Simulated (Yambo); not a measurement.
Yambo run on LaAlO3 (cubic perovskite, space group Pm-3m, No. 221). The wavefunctions are PBEsol (Quantum ESPRESSO, PseudoDojo norm-conserving, 110 Ry, with spin-orbit coupling) ones on a 4×4×4 mesh (32 occupied bands); a = b = c = 3.7830 Å, α = β = γ = 90.00°.

Yambo input:

```
rim_cut
gw0
dyson
el_el_corr
HF_and_locXC
ppa
em1d
RandQpts= 1000000
RandGvec= 1 Ry
EXXRLvcs= 110 Ry
VXCRLvcs= 440 Ry
Chimod= "HARTREE"
% BndsRnXp
 1 | 138 |
%
NGsBlkXp= 8 Ry
% LongDrXp
 1.0 | 1.0 | 1.0 |
%
PPAPntXp= 27.2114 eV
% GbndRnge
 1 | 138 |
%
GTermKind= "BG"
DysSolver= "n"
ExtendOut
% QPkrange
 1 | 1 | 32 | 33 |
 10 | 10 | 32 | 32 |
%
```

k points by index: 1 = Γ, 10 = R.

Resulting energies as the program prints them:

```
#    K-point    Band    Eo [eV]    E [eV]    E-Eo [eV]    Vxc [eV]    Vnlxc [eV]    Sc|Eo [eV]    Sc|E [eV]    dSc/dw|Eo [eV]    Re(Z)    Im(Z)
#
    1    32    -0.060139    -0.734910    -0.674771    -20.03951    -25.24284    4.355810    4.528559    -6.965375    0.796194    -0.001108
    1    33    3.439328    4.100543    0.661214    -11.59878    -6.705116    -4.109538    -4.232446    -5.057461    0.843270    -0.896064E-3
    10    32    0.000000    -0.529895    -0.529895    -19.79433    -24.66170    4.199439    4.337480    -7.087385    0.793362    -0.001141
```
(The two width columns are left out.) Convergence of these settings isn't established.

Geometry of the Materials Project entry, not relaxed at this level.

This is not the ordinary phase of the substance.
